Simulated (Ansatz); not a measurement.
# Property card for AlSiGeN

AlSiGeN:
```yaml
crystal:
  lattice:
    - [1.47136, 0.84949, 7.62782]
    - [-1.47136, 0.84949, 7.62782]
    - [0.00000, -1.69898, 7.62782]
  atoms:
    - { symbol: Al, position: [0.96650, 0.96650, 0.96650] }
    - { symbol: N, position: [0.87992, 0.87992, 0.87992] }
    - { symbol: Ge, position: [0.50645, 0.50645, 0.50645] }
    - { symbol: Si, position: [0.39711, 0.39711, 0.39711] }
```

Space group R3m (No. 160); conventional cell a = 2.943 Å, b = 2.943 Å, c = 22.883 Å, α = 90.00°, β = 90.00°, γ = 120.00°.

Method: plane-wave PAW PBEsol (Ansatz code). Geometry: relaxed at this level of theory. Other levels are named where they apply.

### Cell and energy

| Quantity | Result |
|---|---|
| Volume per atom | 14.30 Å³ |
| Density | 4.11 g/cm³ |
| Formation energy from the elements (no fitted shifts) | 0.096 eV/atom |

### Electronic structure

| Item | Result |
|---|---|
| Electronic character | metallic (no gap) |
| Density of states at the Fermi level | 0.25 states/eV per atom (mean over ±0.08 eV) |

### Mechanics

| Property | Result |
|---|---|
| Bulk modulus (Birch–Murnaghan fit) | 93.7 GPa |
| Pressure derivative B′ | 4.5 |

The start of the workflow was typed in or built on a structure type; neither database checked (COD, Materials Project) lists it. Whether it is the stable phase at ambient conditions was not checked. The cell was relaxed with PBEsol under the symmetry of its start; its stability against distortions is not shown here. The references are the lowest solids computed at this level, not always the standard phases (solids in place of the gases). Spin–orbit coupling is left out wherever it is not named.

Potentials: the earlier of the program's two PAW sets. The files were generated under PBE; for other functionals the program regenerates the frozen cores, and for LDA and PBEsol the local potential too.
